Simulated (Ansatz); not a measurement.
CoIrN2:
```xyz
4
Lattice="1.3562 0.7830 6.0685 -1.3562 0.7830 6.0685 0.0000 -1.5660 6.0685" Properties=species:S:1:pos:R:3 pbc="T T T"
Co     0.0000     0.0000     9.1028
Ir     0.0000     0.0000     0.0000
N      0.0000     0.0000    16.2689
N      0.0000     0.0000     1.9366
```
The run is spin-polarised; directions of the spins, atom by atom: ↑ 0 0 0.

Relaxed with r²SCAN.

Problem. Give the Bader charges and basin volumes of the independent atoms, r²SCAN in the plane-wave PAW code Ansatz.

Solution. 

| atom | Bader charge (e) | Bader volume (Å³) |
|---|---|---|
| Co1 | +1.26 | 6.9 |
| Ir2 | +0.61 | 14.4 |
| N3 | -0.93 | 8.7 |

Space group R-3m. The start of the workflow was typed in or built on a structure type; neither database checked (COD, Materials Project) lists it. Whether it is the stable phase at ambient conditions was not checked. The cell was relaxed with r²SCAN under the symmetry of its start; its stability against distortions is not shown here. Magnetic state: ferromagnetic, the only order run, not a proven ground state. Its formation energy is positive at this level, so the cell may be metastable or incomplete. Other orbital occupations within this spin state were not tried. No Hubbard U is applied. Spin–orbit coupling is left out wherever it is not named.

Potentials: the earlier of the program's two PAW sets.
